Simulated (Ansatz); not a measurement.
AlN (zinc blende)

```xyz
4
Lattice="0.0000 4.4032 4.4032 2.2016 2.2016 4.4032 2.2016 2.2016 0.0000" Properties=species:S:1:pos:R:3 pbc="T T T"
N      3.3024     7.7056     7.7056
N      3.3024     5.5040     5.5040
Al     0.0000     0.0000     0.0000
Al     2.2016     4.4032     6.6048
```

A phonon eigenvector at X = (0.5, 0.5, 0.0) is frozen into this cell: atom i moves by Q times the vector below, so Q is the largest atomic displacement, in Å. The cell is held. (q is in reciprocal vectors of the primitive cell; the cell shown is doubled to hold the pattern.)

| atom | x | y | z |
|---|---|---|---|
| N1 | 0.000 | 0.000 | 1.000 |
| N2 | 0.000 | 0.000 | -1.000 |

Atoms not listed stay in place.

All values below come from PBE (plane waves to 420 eV, PAW, scalar-relativistic; Ansatz, a program for electronic structure). k mesh 13×13×13 (Γ-centred), Fermi-Dirac smearing 0.05 eV. Energies are smeared free energies. AlN was relaxed with its symmetry unable to fall. ΔE is measured from the undisplaced structure.

| Q (Å) | ΔE (eV/cell) |
|---|---|
| -0.180 | 0.797 |
| -0.120 | 0.356 |
| -0.060 | 0.089 |
| 0.000 | 0.000 |
| 0.060 | 0.089 |
| 0.120 | 0.356 |
| 0.180 | 0.797 |

Task: Which DFPT wavenumber at X = (0.5, 0.5, 0.0) belongs to this mode?
A) 574 cm⁻¹
B) 332 cm⁻¹
C) 695 cm⁻¹

Result: C, 695 cm⁻¹. The curvature of the scan gives 695 cm⁻¹

(For displaced atoms, the force is minus the slope of the energy, and its curvature is a force constant, which sets phonon frequencies.)
